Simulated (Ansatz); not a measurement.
**How the gradients follow the element M in Ca7TiN6 and its analogues**

All values are calculated (Ansatz; DFT, PBE, plane waves and PAW, scalar-relativistic, 420 eV cutoff), not measured. The cells come from the Materials Project (computed, not necessarily observed phases), with the atoms as given. Forces reach 0.2 eV/Å in them. Spin–orbit coupling is left out. All compounds take space group Ibam with the same Wyckoff sites and nearly the same cell shape, and differ in the element M (Ti, Sn, Zr). Sites are named by their Wyckoff letter. V_zz in 10²¹ V/m².

```
 M  compound  source         cell edges (Å)  first shell of N on j  N on j: V_zz (η)  N on k: V_zz (η)  Ca on k: V_zz (η)
Ti   Ca7TiN6      MP  6.331, 11.517, 12.815    6 Ca at 2.43–2.61 Å      -1.11 (0.58)       2.94 (0.89)       -3.99 (0.16)
Sn   Ca7SnN6      MP  6.381, 11.849, 12.776    6 Ca at 2.44–2.70 Å                 ?                 ?                  ?
Zr   Ca7ZrN6      MP  6.396, 11.794, 13.075    6 Ca at 2.43–2.57 Å       0.65 (0.85)      -3.31 (0.85)       -4.28 (0.31)
```

**Question.** Estimate the values withheld for Ca7SnN6.

**Answer.** N on j: -1.15 (0.10); N on k: 3.79 (0.57); Ca on k: -3.56 (0.48).
